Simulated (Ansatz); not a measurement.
TiNF in space group I4_1md (No. 109; Ti on 4a, N on 4a, F on 4a), LDA (plane waves, PAW; program Ansatz). The conduction-band minimum lies at Γ, with 1 equivalent valley. Second derivatives d²E/dk² of the lowest band at one valley (eV·Å²), along Cartesian directions:

```csv
direction,d²E/dk²
[100],8.502
[010],8.502
[001],2.043
[110],8.502
[101],5.275
[011],5.275
```

Find the principal effective masses, the density-of-states mass and the conductivity mass.

Off-diagonal terms follow from H_xy = H[110] − (H_xx + H_yy)/2, and m*/mₑ = 7.620 eV·Å² over each eigenvalue: 0.90, 0.90, 3.7. One valley's DOS mass (m₁m₂m₃)^(1/3) = 1.4, conductivity mass 3/(Σ 1/mᵢ) = 1.2 mₑ.

What effective density of states Nc follows at 300 K for parabolic valleys?

Nc = 2.509e19 × 1 × (1.4)^(3/2) ≈ 4.2e19 cm⁻³.

With the computed static dielectric constant 21.7 (mean of the diagonal), estimate a hydrogenic donor's binding energy and radius.

E = 13.606 eV × 1.2/21.7² ≈ 35 meV; a = 0.529 Å × ε/m* ≈ 9.6 Å. Semilocal masses tend to be too small when the gap is underestimated.

The workflow started from a Materials Project entry (that database holds measured and hypothetical structures alike); the Crystallography Open Database copy checked does not list it. Its standing as an ambient phase is unchecked. The LDA relaxation kept the symmetry of its start; its stability against distortions is not shown here. The run is not spin-polarised.

Potentials: the later of the program's two PAW sets.
